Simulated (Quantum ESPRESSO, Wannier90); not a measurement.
Wannierisation of Tl (hcp (Mg type))

```xyz
2
Lattice="3.4973 0.0000 0.0000 -1.7487 3.0288 0.0000 0.0000 0.0000 5.6466" Properties=species:S:1:pos:R:3 pbc="T T T"
Tl     1.7487    -1.0096     1.4116
Tl    -1.7487     1.0096    -1.4116
```

Structure: Materials Project mp-82, symmetrised, not relaxed again. This is the element's usual structure. Method: PBEsol plane waves in Quantum ESPRESSO 7.5 (PseudoDojo norm-conserving files, 50 Ry, no spin polarisation, no spin-orbit coupling), Bloch states on a 12×12×6 mesh through Γ, Wannier90 4.0.1. Density: 18×18×8 mesh, cold smearing 0.01 Ry. Spin-orbit coupling is left out although heavy elements are present.

Bands 11-12 form an isolated set from -9.77 to -3.71 eV relative to the Fermi level (on the path) and are turned into 2 Wannier functions by minimising the spread from the start: atomic waves Tl 6s.

Where do the functions sit, how wide are they and what are they made of?


```json
[
 {"functions": "2", "spread (Å²)": "3.78", "nearest atom, distance (Å)": "Tl 0.00", "second atom, distance (Å)": "Tl 3.47", "weight on atomic waves": "Tl 6s 68 %, Tl 6p 30 %"}
]
```

Ω_I = 7.45 Å², Ω_total = 7.55 Å²; the interpolated bands follow pw.x to 3.6 meV rms on the path. Only this start was tried; a symmetric start can stop on a saddle, and mixtures of these functions could lower the total by at most Ω_total − Ω_I.
